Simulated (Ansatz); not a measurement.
SiGe:
```cif
data_Ge2Si2
_chemical_formula_sum 'Si2 Ge2'
_space_group_name_H-M_alt 'P 1'
_space_group_IT_number 1
_cell_length_a 6.78079
_cell_length_b 6.78079
_cell_length_c 6.78079
_cell_angle_alpha 33.611
_cell_angle_beta 33.611
_cell_angle_gamma 33.611
loop_
_space_group_symop_operation_xyz
  'x, y, z'
loop_
_atom_site_label
_atom_site_type_symbol
_atom_site_fract_x
_atom_site_fract_y
_atom_site_fract_z
_atom_site_occupancy
Si1 Si 0.93885 0.93885 0.93885 1
Si2 Si 0.06115 0.06115 0.06115 1
Ge1 Ge 0.43593 0.43593 0.43593 1
Ge2 Ge 0.56407 0.56407 0.56407 1
```

Relaxed with PBEsol.

**Question.** Decompose the optical modes at the zone centre into irreducible representations, and say which are infrared and Raman allowed.

**Answer.** Point group -3m: Γ_opt = 2A1g + A2u + 2Eg + Eu. Infrared: A2u, Eu. Raman: A1g, Eg.

**Question.** Assign frequencies (DFPT, the program Ansatz at the PBEsol level (PAW); without the LO–TO term).

**Answer.** Eg 74, A1g 255, A2u 295, Eu 389, Eg 410, A1g 467 cm⁻¹.

Space group R-3m. The start of the workflow was typed in or built on a structure type; neither database checked (COD, Materials Project) lists it. Its standing as an ambient phase is unchecked. The cell was relaxed with PBEsol under the symmetry of its start; whether a distortion lowers the energy is not shown.

Potentials: the earlier of the program's two PAW sets. The files were generated under PBE; for other functionals the program regenerates the frozen cores, and for LDA and PBEsol the local potential too.
